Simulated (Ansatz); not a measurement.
Cu Kα1 powder pattern (kinematic, no thermal factors).
2θ (°) (relative intensity): 14.23 (99), 28.69 (32), 29.12 (47), 32.55 (100), 41.34 (39), 43.63 (6), 51.63 (19), 53.31 (26), 53.84 (21), 59.40 (4), 60.13 (24), 60.37 (7), 62.38 (16), 67.50 (10), 68.18 (9), 69.84 (10), 76.53 (1), 77.40 (9), 82.54 (10), 83.39 (6), 83.89 (7), 85.16 (14), 89.80 (5)

The pattern is computed from a structure relaxed with DFT PBE, scalar-relativistic, plane waves, PAW in Ansatz 0.2.0. No spin polarisation. Its elements are Hf, Na, O.

Task: Give the structure.

Result: NaHfO.
Space group P-6m2 (No. 187). a = 3.538 Å, b = 3.538 Å, c = 6.219 Å, α = 90.00°, β = 90.00°, γ = 120.00°
```tsv
atom	site	symmetry	x	y	z
Na	1a	-6m2	0.0000	0.0000	0.0000
Hf	1f	-6m2	0.6667	0.3333	0.5000
O	1d	-6m2	0.3333	0.6667	0.5000
```

A pattern alone doesn't exclude other cells with like lines; this is the one computed.

Another cell of NaHfO relaxed alike, in Pmm2, lies 164 meV/atom lower, so this cell isn't the stable form at this level.

The cell was found from a structure generator's guess, not taken from experiment.
